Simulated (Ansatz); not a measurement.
# CuI (Marshite) with and without relativity

```xyz
2
Lattice="0.0000 3.0390 3.0390 3.0390 0.0000 3.0390 3.0390 3.0390 0.0000" Properties=species:S:1:pos:R:3 pbc="T T T"
Cu    1.5195    1.5195    1.5195
I     0.0000    0.0000    0.0000
```

The cell comes from a relaxation on PAW files under the same functional, begun from a database entry that needn't be the ground state.

All-electron LAPW in Ansatz 0.2.0 under PBE, with a Γ-centred 12×12×12 k mesh, Fermi–Dirac smearing of 0.05 eV, no spin polarisation. The basis error target is 0.5 meV/atom. The same cell is solved at each level of relativity (Schrödinger's equation, the scalar-relativistic one, Dirac's), and each level may then relax the cell.

The elements are taken as Cu fcc, I solid I2, each relaxed on PAW files under the same functional and computed by the same method as the compound; zero-point and thermal terms are left out. PBE lacks dispersion, which leaves layered or molecular solids underbound, be they references or the compound itself. Formation energies keep the scalar-relativistic cells of compound and elements, so at the other levels neither side is at rest.

```json
{"level": "scalar-relativistic", "P at the cell (GPa)": "0.03", "gap (eV)": "1.10", "ΔE(formation) at the fixed cells (eV/atom)": "-0.139", "relaxed V (Å³/atom)": "28.07"}
{"level": "non-relativistic", "P at the cell (GPa)": "0.83", "gap (eV)": "2.09", "ΔE(formation) at the fixed cells (eV/atom)": "?", "relaxed V (Å³/atom)": "28.63"}
{"level": "with spin–orbit coupling", "P at the cell (GPa)": "0.09", "gap (eV)": "0.95", "ΔE(formation) at the fixed cells (eV/atom)": "-0.122", "relaxed V (Å³/atom)": "28.13"}
```

Problem. What belongs in the row "non-relativistic", column "ΔE(formation) at the fixed cells (eV/atom)"?

Solution. -0.282.

Problem. Does scalar relativity shrink or swell this crystal?

Solution. It shrinks it by 2.0 % in volume against the non-relativistic cell.

Problem. How do the Löwdin populations move when relativity is switched off?

Solution. I 5p 5.39 → 5.42 electrons an atom. The projections hold only the shells that the free atoms fill, so charge of other character is partly counted to these shells and partly left out.
